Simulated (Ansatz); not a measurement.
The relaxed structure here is a generated cell of ZnSnN2: the first start was made by placing the elements on the sites of a structure type, and the end was not matched to a known phase here, so it may be hypothetical.

A relaxed structure of ZnSnN₂. All values below come from PBE (plane waves to 420 eV, PAW, scalar-relativistic; Ansatz, an electronic-structure program).

```cif
data_N4Sn2Zn2
_chemical_formula_sum 'Zn2 N4 Sn2'
_space_group_name_H-M_alt 'P 1'
_space_group_IT_number 1
_cell_length_a 3.37886
_cell_length_b 3.37886
_cell_length_c 10.86059
_cell_angle_alpha 90.000
_cell_angle_beta 90.000
_cell_angle_gamma 123.982
loop_
_space_group_symop_operation_xyz
  'x, y, z'
loop_
_atom_site_label
_atom_site_type_symbol
_atom_site_fract_x
_atom_site_fract_y
_atom_site_fract_z
_atom_site_occupancy
Zn1 Zn 0.49017 0.50983 0.72365 1
Zn2 Zn 0.50983 0.49017 0.22365 1
N1 N 0.20695 0.79305 0.13222 1
N2 N 0.79305 0.20695 0.63222 1
N3 N 0.46967 0.53033 0.90466 1
N4 N 0.53033 0.46967 0.40466 1
Sn1 Sn 0.78768 0.21232 0.99420 1
Sn2 Sn 0.21232 0.78768 0.49420 1
```

Question: Determine the symmetry and give the standard cell with its independent sites.

Answer: Space group Cmc2₁ (No. 36); a = 3.1735 Å, b = 5.9662 Å, c = 10.8606 Å, α = 90.00°, β = 90.00°, γ = 90.00°

```csv
atom,site,symmetry,x,y,z
Zn,4a,m..,0.0000,0.5098,0.2764
N,4a,m..,0.0000,0.2069,0.3678
N,4a,m..,0.0000,0.5303,0.0953
Sn,4a,m..,0.0000,0.2123,0.0058
```

Question: Give the shortest distances between elements (the closest pairs, up to four, under 3.6 Å).

Answer: N–Zn 1.97 Å; N–Sn 2.13 Å; N–N 2.93 Å; Sn–Zn 2.99 Å.

```json
{
 "volume_per_atom": "12.85 Å³",
 "band_gap": "0.23 eV, direct within 0.03 eV (at Γ) (no spin-orbit coupling)",
 "smallest_direct_gap": "0.24 eV at Γ"
}
```

No spin polarisation in the result.

It was reached from a disturbed copy of a P6₃/mmc (No. 194) cell, against which it lies -0.23 eV/atom.
